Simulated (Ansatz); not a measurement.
A crystal relaxed with r2SCAN in the plane-wave code Ansatz has space group R3m:H (No. 160) and a = 3.595 Å, c = 35.154 Å.

```
atom  site       x       y       z
  Xx    3a  0.6667  0.3333  0.3288
  Xx    3a  0.0000  0.0000  0.2502
  Xx    3a  0.3333  0.6667  0.1714
  Te    3a  0.6667  0.3333  0.0836
  Be    3a  0.0000  0.0000  0.3102
  Be    3a  0.3333  0.6667  0.2314
  Be    3a  0.6667  0.3333  0.1531
  Be    3a  0.0000  0.0000  0.0547
```

With r2SCAN the valence top lies at Γ and the conduction bottom at F, 1.21 eV higher; the smallest vertical gap, at Γ, is 2.81 eV. HSE06 gives an indirect gap of 1.58 eV, from Γ to F; the least direct gap is 3.18 eV at Γ. The PBE gap is indirect, 0.92 eV (Γ to F), below the direct gap of 2.36 eV at Γ. Meshes: r2SCAN 8×8×8, HSE06 6×6×6, PBE 8×8×8.

Problem. Which element is Xx?
A. Se
B. S
C. O

Solution. B. Xx is S: Be4TeS3 as one 8-atom ordering (R3m) on the zincblende lattice. Around S lie 4 Be at 2.08–2.18 Å; around S lie 4 Be at 2.11–2.18 Å; around S lie 4 Be at 2.11–2.17 Å; around Te lie 4 Be at 2.31–2.44 Å; around Be lie 4 S at 2.11–2.18 Å; around Be lie 3 S at 2.17 Å and 1 Te at 2.44 Å; around Be lie 1 S at 2.08 Å and 3 Te at 2.31 Å.

Note: simulated data, non-magnetic, for a generated structure that need not be the stable one.

No spin-orbit coupling is included; it can move band edges with weight on the heavy atoms by tenths of an eV.
